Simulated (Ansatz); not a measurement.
KF:
```
KF
1.0
    0.00000     2.71037     2.71037
    2.71037     0.00000     2.71037
    2.71037     2.71037     0.00000
K F
1 1
Cartesian
  0.00000   0.00000   0.00000
  2.71037   2.71037   2.71037
```

Relaxed with PBE. Special points in fractions of this cell's reciprocal vectors: Γ (0.000, 0.000, 0.000); X (0.500, 0.000, 0.500); U (0.625, 0.250, 0.625); K (0.375, 0.375, 0.750); L (0.500, 0.500, 0.500); W (0.500, 0.250, 0.750).

Q: List the band energies nearest the valence-band maximum at these points for PBE (plane waves, PAW; program Ansatz).

A: In eV from the valence-band maximum; about four levels below and three above (degenerate sets whole), none deeper than 8.9 eV; points with the same levels are listed once.

```
k              below                   above
-  -----------------  ----------------------
Γ     0.00 0.00 0.00  5.96 10.55 10.55 10.55
X  -0.23 -0.06 -0.06        8.18 10.07 11.47
U  -0.32 -0.21 -0.18        8.86 10.50 10.82
L  -0.74 -0.31 -0.31  8.90 10.29 11.83 11.83
W  -0.37 -0.17 -0.17         9.59 9.59 10.95
```

Space group Fm-3m (rock salt). The PBE relaxation kept the symmetry of its start.

Potentials: the earlier of the program's two PAW sets.
